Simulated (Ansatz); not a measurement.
## Deforming LaP

```yaml
crystal:
  lattice:
    - [0.00000, 3.01250, 3.01250]
    - [3.01250, 0.00000, 3.01250]
    - [3.01250, 3.01250, 0.00000]
  atoms:
    - { symbol: La, position: [0.00000, 0.00000, 0.00000] }
    - { symbol: P, position: [0.50000, 0.50000, 0.50000] }
```

Atoms are numbered in the order listed.

The geometry is COD entry 1538844, unchecked; take it as a test cell.

No spin–orbit coupling, which matters for the heavy atoms here.

Method: DFT, LDA, all-electron PAW with datasets made for the crystal, scalar-relativistic in Ansatz 0.2.0.

Settings: a Γ-centred 10×10×10 k mesh, Fermi–Dirac smearing of 0.03 eV, cutoff 260 eV (chosen by the program for this cell), no spin polarisation.

The unchanged cell is at -3.21 GPa.

In a metal, stresses and small energies carry noise from the k mesh.

x, y and z are the Cartesian axes of the cell as listed; fractional coordinates follow a strain, and an engineering shear is twice the off-diagonal strain component.

**Question.** With this change (equal xy, yz and zx engineering shear strains of -2 %), what becomes of the energy and stress?

**Answer.** Energy change +3 meV/atom; stress change (xx, yy, zz, yz, xz, xy) -0.02, -0.02, -0.02, 0.64, 0.64, 0.64 GPa, compression positive.

**Question.** With this change (equal xy, yz and zx engineering shear strains of -1 %), what becomes of the energy and stress?

**Answer.** Energy change under 1 meV/atom; stress change (xx, yy, zz, yz, xz, xy) 0.00, 0.00, 0.00, 0.33, 0.33, 0.33 GPa, compression positive.

**Question.** With this change (equal xy, yz and zx engineering shear strains of +1 %), what becomes of the energy and stress?

**Answer.** Energy change under 1 meV/atom; stress change (xx, yy, zz, yz, xz, xy) 0.00, 0.00, 0.00, -0.34, -0.34, -0.34 GPa, compression positive.

**Question.** With this change (equal xy, yz and zx engineering shear strains of +2 %), what becomes of the energy and stress?

**Answer.** Energy change +3 meV/atom; stress change (xx, yy, zz, yz, xz, xy) -0.02, -0.02, -0.02, -0.70, -0.70, -0.70 GPa, compression positive.
